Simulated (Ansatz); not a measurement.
LiH (rock salt), conventional cell a = 4.0054 Å, b = 4.0054 Å, c = 4.0054 Å, α = 90.00°, β = 90.00°, γ = 90.00°. The calculation uses the primitive cell of 2 atoms, to which meshes and values per cell refer.

The volume is varied about the relaxed value V₀ at fixed cell shape. Symmetry pins the atoms to their sites.

The numbers are results of r2SCAN (plane waves to 500 eV, PAW, scalar-relativistic; Ansatz, a quantum-chemistry and plane-wave program), not measurements. k mesh 14×14×14 (Γ-centred), Fermi-Dirac smearing 0.05 eV. E stands for the smeared free energy. LiH was relaxed with its symmetry unable to fall. The zero of ΔE is the relaxed starting cell.

**Question.** What ΔE (eV/atom) does the calculation give at V/V₀ = 0.964, 0.976, 0.988, 1.012, 1.024, 1.036, 1.048, 1.060?

**Answer.** 
```tsv
V/V₀	ΔE (eV/atom)
0.964	0.0012
0.976	0.0005
0.988	0.0001
1.012	0.0001
1.024	0.0005
1.036	0.0011
1.048	0.0020
1.060	0.0030
```

(Under strain, the slope of the energy per volume gives the stress and its curvature an elastic modulus.)
